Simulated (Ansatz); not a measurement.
# AlNi: pressure against volume

AlNi, Pm-3m, a = 2.862 Å. The structure is a COD entry; whether it is the stable form wasn't checked. Ansatz: PBEsol, PAW, 420 eV, Γ-centred 14×14×14 mesh on 2 atoms, Gaussian smearing 0.10 eV; no spin polarisation. Symmetry fixes shape and atoms, so the cell is only scaled; pressure is positive in compression.

| V (Å³/atom) | P (GPa) |
| --- | --- |
| 10.317 | 29.21 |
| 10.668 | 20.06 |
| 11.020 | 12.29 |
| 11.372 | 5.67 |
| 11.723 | 0.04 |
| 12.075 | ? |
| 12.427 | -8.86 |
| 12.896 | -13.39 |

Question: Take V0 = 11.723 Å³/atom, count pressures from its P0 = 0.04 GPa, fit the third-order Birch–Murnaghan form to the other rows, and predict the missing pressure.

Answer: With the Eulerian strain f = ½[(V0/V)^(2/3) − 1] and y = (P − P0)/[3f(1 + 2f)^(5/2)], the form is the line y = B0 + 1.5 B0 (B0′ − 4) f. Rows (f, y): 0.04445, 176.8; 0.03244, 175.8; 0.02104, 175.1; 0.01024, 174.2; -0.01907, 171.5; -0.03080, 170.4. Means f = 0.009717, y = 173.97; Σ(Δf)² = 0.004322, ΣΔfΔy = 0.3685; the slope is their ratio. y = 173.1 + 85.28 f GPa, so B0 = 173.1 GPa and B0′ = 4 + 2 × (85.28)/(3 × 173.1) = 4.33. At V = 12.075, f = -0.00976, y = 172.27 and P = -4.76 GPa. The run gave -4.77 GPa, so the fit is 0.01 GPa too high, within twice the rms miss on the fitted rows (0.010 GPa).